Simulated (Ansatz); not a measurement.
A geometry of La$_{2}$O$_{3}$ away from equilibrium: the start of the relaxation of a generated trial cell of La2O3 in the beta-Ga2O3 structure type. The numbers are results of r2SCAN (plane waves to 500 eV, PAW, scalar-relativistic; Ansatz, a first-principles code), not measurements. Γ-centred k-mesh 6×6×4 on the run's cell (coarser than for final values), Fermi–Dirac smearing 0.05 eV.

```xyz
10
Lattice="7.5096 -1.8673 0.0000 7.5096 1.8673 0.0000 -1.7043 0.0000 6.9230" Properties=species:S:1:pos:R:3 pbc="T T T"
La     0.0050     0.0000     5.5010
La    13.3100     0.0000     1.4220
La     9.3580     0.0000     2.1738
La     3.9569     0.0000     4.7492
O      2.2835     0.0000     0.7601
O     11.0314     0.0000     6.1628
O      1.6430     0.0000     3.8990
O     11.6720     0.0000     3.0240
O      7.0107     0.0000     1.7764
O      6.3042     0.0000     5.1465
```

Problem. Give the Cartesian forces on all atoms (eV/Å).

Solution. 
| atom | Fx | Fy | Fz |
|---|---|---|---|
| La1 | 0.34 | 0.00 | -0.24 |
| La2 | -0.34 | 0.00 | 0.24 |
| La3 | 0.16 | 0.00 | 0.27 |
| La4 | -0.16 | 0.00 | -0.27 |
| O5 | -0.17 | 0.00 | 0.32 |
| O6 | 0.17 | 0.00 | -0.32 |
| O7 | 0.33 | 0.00 | -0.53 |
| O8 | -0.33 | 0.00 | 0.53 |
| O9 | 0.22 | 0.00 | -0.09 |
| O10 | -0.22 | 0.00 | 0.09 |

Problem. What is the pressure?

Solution. +2.8 GPa, compression positive.

Problem. How much energy per atom can still be gained by relaxing?

Solution. 0.19 eV/atom; the path ends in P-3m1 (No. 164).

No spin polarisation in the result.

The run could not lose the symmetry of its start; a randomly shaken copy of 10 atoms returns to this structure.

The first start was generated by placing the elements on the sites of a structure type. Materials Project lists a structure of La2O3 in the same space group, P-3m1 (No. 164); the sites were not compared with it, nor with measured phases.
